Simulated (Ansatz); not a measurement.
Equation of state of Sr3Li4Sb4

A database entry relaxed whole under r2SCAN (Immm):

```
CELL_PARAMETERS angstrom
-2.41091 3.76249 7.93708
2.41091 -3.76249 7.93708
2.41091 3.76249 -7.93708
ATOMIC_POSITIONS crystal
Li 0.98249 0.17593 0.80657
Li 0.63064 0.82407 0.80657
Li 0.36936 0.17593 0.19343
Li 0.01751 0.82407 0.19343
Sr 0.00000 0.50000 0.50000
Sr 0.63051 0.63051 0.00000
Sr 0.36949 0.36949 0.00000
Sb 0.69038 0.00000 0.69038
Sb 0.30962 0.00000 0.30962
Sb 0.21358 0.71358 0.50000
Sb 0.78642 0.28642 0.50000
```

The cell was scaled uniformly, its shape held, and the atoms relaxed at each volume with plane-wave PAW DFT (Ansatz 0.2.0; r2SCAN, 500 eV, 6×6×6 Γ-centred mesh, fermi-dirac occupations of width 0.100 eV; no spin, no spin-orbit coupling). One row is withheld.

```json
{"volume (Å³/atom)": "24.610", "energy over the lowest (meV/atom)": "12.0", "pressure (GPa)": "2.57"}
{"volume (Å³/atom)": "25.134", "energy over the lowest (meV/atom)": "5.2", "pressure (GPa)": "1.63"}
{"volume (Å³/atom)": "25.657", "energy over the lowest (meV/atom)": "1.3", "pressure (GPa)": "0.78"}
{"volume (Å³/atom)": "26.181", "energy over the lowest (meV/atom)": "0.0", "pressure (GPa)": "0.01"}
{"volume (Å³/atom)": "26.705", "energy over the lowest (meV/atom)": "1.1", "pressure (GPa)": "-0.69"}
{"volume (Å³/atom)": "27.228", "energy over the lowest (meV/atom)": "?", "pressure (GPa)": "?"}
{"volume (Å³/atom)": "27.752", "energy over the lowest (meV/atom)": "9.6", "pressure (GPa)": "-1.88"}
```

Question: Fit the pressures of the other rows to the third-order Birch-Murnaghan form.

Answer: With f = [(V₀/V)^(2/3) − 1]/2 and P = 3B₀f(1 + 2f)^(5/2)[1 + 3(B₀′ − 4)f/2], least squares gives V₀ = 26.19 Å³ an atom, B₀ = 36.5 GPa and B₀′ = 4.1; the rows miss the fit by less than 0.01 GPa. The slope of the energies differs from these pressures by less than 0.05 GPa.

Question: What does the withheld row hold?

Answer: The fit gives -1.31 GPa at 27.228 Å³; the run gave -1.31 GPa and 4.4 meV an atom.

Caveats: the shape of the cell was held, so B₀ is an upper bound where the axes differ in stiffness; 0 K, fixed nuclei; the symmetry was kept, and this need not be the phase that is stable at 0 K; one mesh for all volumes; every run is gapless at this level; pressure is positive in compression.
